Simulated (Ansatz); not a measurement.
# Structure relaxation, ZnNi

The start is a randomly generated symmetric cell of ZnNi (space group No. 164). A full variable-cell relaxation at zero pressure is run with PBEsol (plane waves to 420 eV, PAW, scalar-relativistic; Ansatz, a quantum-chemistry and plane-wave program). The first steps use a coarse 10×10×6 k-mesh.

Input geometry:
```
ZnNi
1.0
    3.81932     0.00000     0.00000
   -1.90966     3.30763     0.00000
    0.00000     0.00000     6.04863
Ni Zn
3 3
Cartesian
  0.00000   2.20508   5.33879
  1.90966   1.10254   0.70985
  0.00000   0.00000   3.02432
  0.00000   0.00000   0.00000
  0.00000   2.20508   3.61876
  1.90966   1.10254   2.42987
```
Spin-polarised start, with parallel moments on Ni.

- Outcome = The space group goes from P-3m1 (No. 164) to Pm-3m (No. 221); the end is CsCl type, with 2 atoms in the primitive cell
- Energy released = about 1.7 eV/atom
- Volume change = -9.9 %, from 12.74 to 11.47 Å³/atom
- Shortest distances (start → end) = The closest pairs of elements (up to four, under 3.6 Å), start → end: Ni–Zn 1.72 → 2.46 Å; Zn–Zn 2.51 → 2.84 Å; Ni–Ni 2.62 → 2.84 Å
- Band gap at the end = no gap (metallic)
- Moments at the end = zero (the starting moments vanished)
- Optimiser moves = 17

Final values are on a 16×16×16 k-mesh of the relaxed cell. The start holds a very short contact (Zn–Ni 1.72 Å). No spin polarisation in the result: the starting moments vanished. A magnetic state may lie lower.

The run could not lose the symmetry of its start.
